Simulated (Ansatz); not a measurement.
Clean, relaxed (100) surface of TiN, space group Fm-3m (No. 225) (top face towards +c; atoms held fixed, by place in the list: 1, 2, 3, 4):

```xyz
8
Lattice="2.9726 0.0000 0.0000 0.0000 2.9726 0.0000 0.0000 0.0000 23.3059" Properties=species:S:1:pos:R:3 pbc="T T T"
Ti    1.4863    1.4863    8.5000
N     0.0000    0.0000    8.5000
Ti    0.0000    0.0000   10.6020
N     1.4863    1.4863   10.6020
Ti    1.4863    1.4863   12.7038
N     0.0000    0.0000   12.7162
Ti    0.0000    0.0000   14.6976
N     1.4863    1.4863   14.8589
```

Method: Ansatz 0.2.0, DFT PBEsol, scalar-relativistic, plane waves, PAW. Plane waves to 420 eV, a k mesh through Γ of 10×10×1 on the computed 8-atom cell and Gaussian smearing (0.10 eV); no spin polarisation. A dipole correction removes the field between periodic images along c.

CO is adsorbed on the top face, one adsorbate per 8.8 Å², and relaxed from 3 starting sites (fractions of a and b). E_ads counts from the clean slab and the free adsorbate (spin-polarised where it has unpaired electrons); negative means bound. Heights count from the highest slab atom after relaxation. Δφ is the top face's. Δp counts per cell along +c. Bonded neighbours lie within 1.25 times the sum of covalent radii (1.35 for H) and, on that scale, within 12 % of the closest. With the adsorbate the cell is lengthened along c to keep the vacuum.

```json
{"start": "top (N) at (0.50, 0.50)", "ends at": "(0.50, 0.50), 1 bonded neighbour (N) (a bond forms, but at a cost in energy, part of which can come from the missing spin polarisation of this run), largest slab move 0.9 Å", "E_ads (eV)": "0.94", "height (Å)": "1.25", "shortest contact": "C–N 1.25 Å", "Δφ (eV)": "+2.15", "Δp (e·Å)": "-0.100", "whole?": "yes"}
{"start": "hollow (Ti-Ti) at (0.00, 0.50)", "ends at": "(0.00, 0.50), 2 bonded neighbours (Ti)", "E_ads (eV)": "-0.11", "height (Å)": "2.05", "shortest contact": "C–Ti 2.54 Å", "Δφ (eV)": "+2.53", "Δp (e·Å)": "-0.127", "whole?": "yes"}
{"start": "bridge (N-Ti) at (0.25, 0.75)", "ends at": "(0.00, 0.00), 1 bonded neighbour (Ti)", "E_ads (eV)": "-0.76", "height (Å)": "2.14", "shortest contact": "C–Ti 2.14 Å", "Δφ (eV)": "+1.77", "Δp (e·Å)": "-0.086", "whole?": "yes"}
```

Among the sites tried, the lowest end comes from the bridge (N-Ti) at (0.25, 0.75) start; other sites may lie lower.

Each end is the local minimum or symmetric point that its start leads to. The slab is only 6.3 Å thick, so the energies aren't converged with thickness.

Spin polarisation was left out, and a magnetic state may lie lower.